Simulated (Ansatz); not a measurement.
Starting structure of a cell relaxation (symmetry kept):

```xyz
16
Lattice="4.8760 -1.9010 0.0000 4.8760 1.9010 0.0000 -0.3163 0.0000 9.4367" Properties=species:S:1:pos:R:3 pbc="T T T"
Ti    0.4089    0.0000    3.4529
Ti    9.0267    0.0000    5.9838
Ti    7.5085    0.0000    2.5187
Ti    1.9272    0.0000    6.9180
Ti    1.2343    0.0000    0.4152
Ti    8.2013    0.0000    9.0215
O     9.2437    0.0000    1.4910
O     0.1920    0.0000    7.9457
O     8.3057    0.0000    4.1616
O     1.1299    0.0000    5.2751
O     2.2727    0.0000    2.3120
O     7.1629    0.0000    7.1247
O     5.6250    0.0000    3.2557
O     3.8106    0.0000    6.1810
O     6.5734    0.0000    0.5662
O     2.8623    0.0000    8.8705
```

Computed with Ansatz, DFT r2SCAN, scalar-relativistic, plane waves, PAW.

Cutoff 500 eV; k points 10×10×4 on the computed 16-atom cell (Γ-centred); Gaussian smearing, width 0.10 eV; collinear spin from starting moments 0 0 0 0 0.16 0.16 0 0 0 0 0 0 0 0 0 0 μB.

What does it relax to?

The volume falls by 0.11 Å³/atom to 10.83 Å³/atom, and the energy falls by 8.2 meV/atom. The cell ends with a moment of 0.87 μB (only this magnetic start was tried). Final structure:
```
CELL_PARAMETERS angstrom
4.87180 -1.91118 0.02895
4.87180 1.91118 0.02895
-0.26005 0.00000 9.29948
ATOMIC_POSITIONS crystal
Ti 0.05630 0.05630 0.36116
Ti 0.94370 0.94370 0.63884
Ti 0.77977 0.77977 0.26317
Ti 0.22023 0.22023 0.73683
Ti 0.12991 0.12991 0.04495
Ti 0.87009 0.87009 0.95505
O 0.95699 0.95699 0.15354
O 0.04301 0.04301 0.84646
O 0.87149 0.87149 0.44210
O 0.12851 0.12851 0.55790
O 0.24118 0.24118 0.24372
O 0.75882 0.75882 0.75628
O 0.58847 0.58847 0.34085
O 0.41153 0.41153 0.65915
O 0.67465 0.67465 0.05471
O 0.32535 0.32535 0.94529
```

The state reached may not be the lowest one.

Cost: 1 run of about 68 core-minutes, on Intel Xeon 6975P-C (Granite Rapids) (shared hosts).